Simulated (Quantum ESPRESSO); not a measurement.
# Computed records: TaAl₅AgRu (simulated cell)

All values are calculated (Quantum ESPRESSO 7.5). Calculation on a made-up metal alloy cell, not a measurement: no spin or spin-orbit, unrelaxed, 2900 K smearing, stress positive in tension, cell energy less fitted offsets; periodic Kohn-Sham density functional theory in plane waves with PseudoDojo standard norm-conserving scalar-relativistic pseudopotentials, each functional with its own files (v0.5 for PBE, v0.4.1 for LDA and PBEsol), eight atoms on drawn sites of a strained close-packed or body-centred lattice, each displaced and held fixed; the energy is the cell's free energy, ions and the entropy term -TS included, at the stated Fermi-Dirac width, less a fixed offset for each atom's element (shifted free energy); compositions with an open d shell lost a parallel starting moment in a cheaper test run, and other magnetic orders were not tried; an error bar is the largest change of its kind in a tighter rerun, never given below 0.002 eV, 0.02 GPa or 0.003 eV/angstrom, and covers cutoff and k-mesh only, not smearing or the files.

```cif
# cell vector a (Å): 1.9339 3.9091 1.9852
# cell vector b (Å): 1.8906 -3.8628 1.9359
# cell vector c (Å): 3.9271 -0.0030 -4.0237
data_TaAl5AgRu
_symmetry_space_group_name_H-M 'P 1'
_symmetry_Int_Tables_number 1
_cell_length_a 4.7919
_cell_length_b 4.7163
_cell_length_c 5.6225
_cell_angle_alpha 90.763
_cell_angle_beta 90.861
_cell_angle_gamma 109.653
_cell_volume 119.63
loop_
_atom_site_label
_atom_site_type_symbol
_atom_site_fract_x
_atom_site_fract_y
_atom_site_fract_z
_atom_site_occupancy
Al1 Al 0.98803 0.98364 0.00804 1
Al2 Al 0.97965 0.00956 0.50732 1
Al3 Al 0.02887 0.48399 0.26443 1
Ta1 Ta 0.00678 0.49365 0.74526 1
Al4 Al 0.49819 0.03078 0.25998 1
Ag1 Ag 0.50998 0.98412 0.73672 1
Al5 Al 0.50119 0.50656 0.98486 1
Ru1 Ru 0.52111 0.51150 0.47556 1
_calc_lattice_type 'face-centred cubic'
_calc_functional 'pbe'
_calc_cutoff 1143  # eV
_calc_fermi_dirac_smearing 0.25  # eV
_calc_electrons_removed 0
_calc_k_mesh '6 x 6 x 5 shifted half a step off Gamma on each axis'
_calc_entropy_term_negative_ts -0.913  # eV
_calc_pressure 11.91  # GPa
_calc_stress_xx -14.46  # GPa
_calc_stress_yy -10.99  # GPa
_calc_stress_zz -10.29  # GPa
_calc_stress_yz 1.54  # GPa
_calc_stress_xz -6.31  # GPa
_calc_stress_xy 2.71  # GPa
_calc_shifted_free_energy 0.107  # eV
```

Atoms:
```csv
atoms element,atom site,atom energy offset (eV)
Al,1,-63.26
Al,2,-63.26
Al,3,-63.26
Ta,4,-1771.44
Al,5,-63.26
Ag,6,-4218.03
Al,7,-63.26
Ru,8,-2750.51
```

Forces:
```csv
site,x (eV/Å),y (eV/Å),z (eV/Å)
1,0.211,0.125,0.405
2,-0.333,1.654,0.106
3,-0.463,-0.897,0.906
4,0.324,-0.902,-0.162
5,-0.374,0.55,-0.359
6,0.893,-1.392,-0.634
7,0.209,0.562,-0.393
8,-0.467,0.299,0.132
```

Notes: heavy elements are run without spin-orbit coupling, which real alloys of them have; a spin test at this wide smearing found no moment, but such smearing suppresses magnetism that the real alloy may have; lattice, volume and sites are drawn at random and may be unstable or far from any real phase; energies are for the whole cell, less offsets fitted to these runs, so they are not formation energies; error bars: energy 0.0024 eV, stress 0.05 GPa, force 0.0051 eV/Å, from a tighter rerun of a related cell, whose elements or sites may differ.
